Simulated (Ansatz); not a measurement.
Relaxed-ion elastic tensor of SrPb3 (Cu3Au type, Pm-3m) in GPa (Voigt order), plane-wave PAW PBEsol (Ansatz code); density 9.75 g/cm³, 30.18 Å³ per atom.

```json
[
 {"": "1", "1": "64.4", "2": "29.6", "3": "29.6", "4": "0.0", "5": "0.0", "6": "0.0"},
 {"": "2", "1": "29.6", "2": "64.4", "3": "29.6", "4": "0.0", "5": "0.0", "6": "0.0"},
 {"": "3", "1": "29.6", "2": "29.6", "3": "64.4", "4": "0.0", "5": "0.0", "6": "0.0"},
 {"": "4", "1": "0.0", "2": "0.0", "3": "0.0", "4": "26.3", "5": "0.0", "6": "0.0"},
 {"": "5", "1": "0.0", "2": "0.0", "3": "0.0", "4": "0.0", "5": "26.3", "6": "0.0"},
 {"": "6", "1": "0.0", "2": "0.0", "3": "0.0", "4": "0.0", "5": "0.0", "6": "26.3"}
]
```

### Question
Is the crystal mechanically stable?

### Answer
Yes: the smallest eigenvalue of C is 26.3 GPa.

### Question
Work out the Voigt, Reuss and Hill averages.

### Answer
K_V = 41.2, K_R = 41.2, K_H = 41.2; G_V = 22.7, G_R = 21.8, G_H = 22.3 GPa.

### Question
Give Young's modulus, Poisson's ratio, Pugh's ratio and the universal anisotropy index.

### Answer
E = 9KG/(3K + G) = 56.6 GPa; ν = 0.27; K/G = 1.85 (near the Pugh limit of 1.75, no verdict); A_U = 5G_V/G_R + K_V/K_R − 6 = 0.21.

### Question
Estimate the sound speeds and the Debye temperature.

### Answer
v_l = √((K + 4G/3)/ρ) = 2700 m/s, v_t = √(G/ρ) = 1510 m/s, mean 1680 m/s; Θ = (h/k)(3n/4πV)^(1/3) v_m = 161 K.

### Question
Give the Zener ratio and Young's modulus along [100], [110] and [111].

### Answer
A = 2C44/(C11 − C12) = 1.51; 1/E = S11 − 2(S11 − S12 − S44/2)Γ with Γ = 0, 1/4, 1/3 gives 45.7, 58.8, 65.1 GPa.

The workflow started from an entry of the Crystallography Open Database (COD); the relaxed space group is not among those it files for this formula. COD files the formula under space group No. 123. Whether it is the stable phase at ambient conditions was not checked. Symmetry was held in the PBEsol relaxation; whether a distortion lowers the energy is not shown. As this level gives no gap, shear constants depend on the k-mesh and smearing (Fermi–Dirac, 0.1 eV here). Scalar-relativistic: spin–orbit coupling is off unless named, which matters more the heavier the elements.

Potentials: the later of the program's two PAW sets.
